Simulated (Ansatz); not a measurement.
# HfSc: strain energy, fitted

HfSc, P-6m2, a = 3.242 Å, c = 5.095 Å. The structure is a Materials Project entry; whether it is the stable form wasn't checked. Ansatz: r2SCAN, PAW, 500 eV, Γ-centred 15×15×8 mesh on 2 atoms, Gaussian smearing 0.10 eV; no spin polarisation. Series: biaxial strain in the a-b plane, c and atoms relaxed; x is the strain in per cent. y is the free energy over the unstrained cell, V0 = 23.195 Å³/atom.

```tsv
x (%)	y (meV/atom)
-6.0	?
-4.0	41.40
-2.0	10.41
0.0	0.00
2.0	10.26
4.0	39.29
6.0	84.90
```

Task: Fit y = c2 x² + c3 x³ to the other rows, turn c2 into a modulus, and predict the missing energy.

Result: Least squares on the rows shown. y = 2.5070 x² − 0.023511 x³. In eV per unit strain² c2 is 25.07; M is the biaxial modulus (E = M V0 ε²): 25.07 × 160.2 / (23.195) = 173 GPa. At x = -6.0 the fit asked for gives 95.33 meV/atom. The run gave 92.42 meV/atom, so the fit is 2.91 meV/atom too high, 3.1 % of the span of the series, against an rms of 0.40 meV/atom on the fitted rows. The row lies outside the fitted range. With a term in x⁴ added, a fit to the same known rows predicts 91.85 meV/atom, so most of the miss is curvature that the known rows already hold.

Spin–orbit coupling is left out, which can shift energies with elements as heavy as these.